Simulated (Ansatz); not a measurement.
Crystals of one structure type (diamond) and one family of elements, relaxed and computed with plane-wave PAW PBE (Ansatz code).

```json
[
 {"crystal": "Ru", "V (Å³/atom)": "20.28", "B₀ by P(V) fit (GPa)": "163"},
 {"crystal": "Rh", "V (Å³/atom)": "20.93", "B₀ by P(V) fit (GPa)": "129"},
 {"crystal": "Pd", "V (Å³/atom)": "24.49", "B₀ by P(V) fit (GPa)": "66.3"},
 {"crystal": "Nb", "V (Å³/atom)": "25.72", "B₀ by P(V) fit (GPa)": "67.0"},
 {"crystal": "Ag", "V (Å³/atom)": "30.03", "B₀ by P(V) fit (GPa)": "?"},
 {"crystal": "Zr", "V (Å³/atom)": "30.91", "B₀ by P(V) fit (GPa)": "36.8"},
 {"crystal": "Y", "V (Å³/atom)": "43.65", "B₀ by P(V) fit (GPa)": "9.8"}
]
```

Question: Fit a straight line to ln B₀ against ln V and predict the withheld value.

Answer: Least squares on the 6 shown rows: ln B₀ = -3.53 × ln V + (15.632), with a scatter of 8 %. For Ag this gives 37.4. The run itself gave 30.4, outside the scatter: the line misses something about this case.

Typed or built starts, not in the databases checked: Ru, diamond; Rh, diamond; Pd, diamond; Nb, diamond; Ag, diamond; Zr, diamond; Y, diamond. Not the usual ambient phase: Ru, diamond; Rh, diamond; Pd, diamond; Nb, diamond; Ag, diamond; Zr, diamond; Y, diamond. Began spin-polarised and lost the moments: Ru, diamond; Rh, diamond. All cells were relaxed under the symmetry of their starts (and spin orders); stability against distortions was not tested throughout. Rows with no word on spin ran without spin polarisation. Scalar-relativistic: spin–orbit coupling is off unless named, which matters more the heavier the elements.

Potentials: the later of the program's two PAW sets.
